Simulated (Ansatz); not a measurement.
All numbers below come from DFT PBE, scalar-relativistic, plane waves, PAW (Ansatz 0.2.0). Settings: cutoff 420 eV, Γ-centred meshes spaced at most about 0.3 Å⁻¹, and about 0.25 Å⁻¹ or finer for metals (2π included), Gaussian smearing. No spin polarisation in the final relaxations.

All energies are static (0 K, no zero-point motion).

Compare these two cells of LaLu2N3, each relaxed at this level.

A.

```
CELL_PARAMETERS angstrom
5.93391 0.00000 0.00000
-2.96696 5.13892 0.00000
0.00000 0.00000 3.09179
ATOMIC_POSITIONS crystal
La 0.00000 0.00000 0.50000
Lu 0.33333 0.66667 0.50000
Lu 0.66667 0.33333 0.50000
N 0.50000 0.00000 0.00000
N 0.00000 0.50000 0.00000
N 0.50000 0.50000 0.00000
```

B.

```
CELL_PARAMETERS angstrom
3.81417 0.00000 0.00000
-1.90709 3.30317 0.00000
0.00000 0.00000 9.66917
ATOMIC_POSITIONS crystal
La 0.66667 0.33333 0.00000
Lu 0.33333 0.66667 0.36228
Lu 0.33333 0.66667 0.63772
N 0.66667 0.33333 0.50000
N 0.00000 0.00000 0.00000
N 0.00000 0.00000 0.50000
```

Question: Which would you expect to be lower, and how large is the difference?

Answer: A is lower, by 0.88 eV/atom. A has space group P6/mmm (No. 191), 15.7 Å³/atom and no gap on its mesh; B has space group P-6m2 (No. 187), 20.3 Å³/atom and no gap. Counting N atoms around La and Lu (those within 1.25 times the shortest such distance or 1.15 times the sum of covalent radii, 1.27 where that leaves under three; the shortest distance is added where it exceeds 1.18 times the sum of covalent radii), A has La 12 from 3.3 Å, Lu 6 and B has La 3, Lu 6. The denser one is the lower, and pressure would at first widen the difference. In A, La is surrounded by 2 La at 3.09 Å, 12 N at 3.35 Å and 6 Lu at 3.43 Å; Lu has 6 N at 2.31 Å, 2 Lu at 3.09 Å, 3 La at 3.43 Å and 3 Lu at 3.43 Å; around N lie 4 Lu at 2.31 Å, 6 N at 2.97–3.09 Å and 4 La at 3.35 Å. In B, around La lie 3 N at 2.20 Å, 6 La at 3.81 Å and 6 Lu at 4.14 Å; Lu is surrounded by 6 N at 2.57 Å, 1 Lu at 2.66 Å, 6 Lu at 3.81 Å, 3 La at 4.14 Å and 3 N at 4.14 Å; N on its first site is surrounded by 3 N at 2.20 Å and 6 Lu at 2.57 Å; 2 more sites not described. Both come from invented guesses. A third cell relaxed alike, in P-4m2, lies 0.35 eV/atom below the lower of the two.

Cells relaxed within their symmetry can be saddle points.
